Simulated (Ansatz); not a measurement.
The start is a generated cell, W placed in the beta-W structure type. The cell and all atomic positions are relaxed at zero pressure with PBEsol (plane waves to 420 eV, PAW, scalar-relativistic; Ansatz, a program for electronic structure). The first steps use a coarse 7×7×7 k-mesh.

Initial structure:
```
W
1.0
    5.04941     0.00000     0.00000
    0.00000     5.04941     0.00000
    0.00000     0.00000     5.04941
W
8
Direct
  0.25000   0.00000   0.50000
  0.75000   0.00000   0.50000
  0.00000   0.50000   0.25000
  0.00000   0.50000   0.75000
  0.50000   0.25000   0.00000
  0.50000   0.75000   0.00000
  0.00000   0.00000   0.00000
  0.50000   0.50000   0.50000
```

- Initial pressure: -3.0 GPa (negative: the cell is under tension)
- Energy released: under 0.01 eV/atom
- Volume change: -1.0 %, from 16.09 to 15.94 Å³/atom
- Band gap at the end: no gap (metallic)
- Optimiser moves: 5

Relaxed structure:

Space group Pm-3n (No. 223); a = 5.0333 Å, b = 5.0333 Å, c = 5.0333 Å, α = 90.00°, β = 90.00°, γ = 90.00°

```
atom  site  symmetry       x       y       z
----  ----  --------  ------  ------  ------
W       6c     -4m.2  0.0000  0.5000  0.2500
W       2a      m-3.  0.0000  0.0000  0.0000
```

Final values are on a 9×9×9 k-mesh of the relaxed cell. No spin polarisation in the result.

The run could not lose the symmetry of its start: the end is stationary, and may be a saddle point rather than a minimum.

All atoms sit on sites fixed by symmetry, so only the cell could relax.

The relaxed structure here is a generated cell of W: the first start was made by placing the elements on the sites of a structure type, and the end was not matched to a known phase here, so it may be hypothetical. Known forms of W include space group No. 229.
